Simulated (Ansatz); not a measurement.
Crystals of one structure type (zinc blende) and one family of elements, relaxed and computed with DFT-r²SCAN in the program Ansatz with PAW potentials.

```json
[
 {"crystal": "ZnS", "V (Å³/atom)": "19.56", "B₀ by P(V) fit (GPa)": "78.6"},
 {"crystal": "ZnSe", "V (Å³/atom)": "22.73", "B₀ by P(V) fit (GPa)": "65.3"},
 {"crystal": "CdS", "V (Å³/atom)": "25.38", "B₀ by P(V) fit (GPa)": "60.5"},
 {"crystal": "CdSe", "V (Å³/atom)": "28.84", "B₀ by P(V) fit (GPa)": "?"},
 {"crystal": "CdTe", "V (Å³/atom)": "35.25", "B₀ by P(V) fit (GPa)": "40.3"}
]
```

Question: Fit a straight line to ln B₀ against ln V and predict the withheld value.

Answer: Least squares on the 4 shown rows: ln B₀ = -1.12 × ln V + (7.696), with a scatter of 2 %. For CdSe this gives 50.9. The run itself gave 51.5, within the scatter.

All cells were relaxed under the symmetry of their starts (and spin orders); stability against distortions was not tested throughout. Scalar-relativistic: spin–orbit coupling is off unless named, which matters more the heavier the elements.

Potentials: the later of the program's two PAW sets.
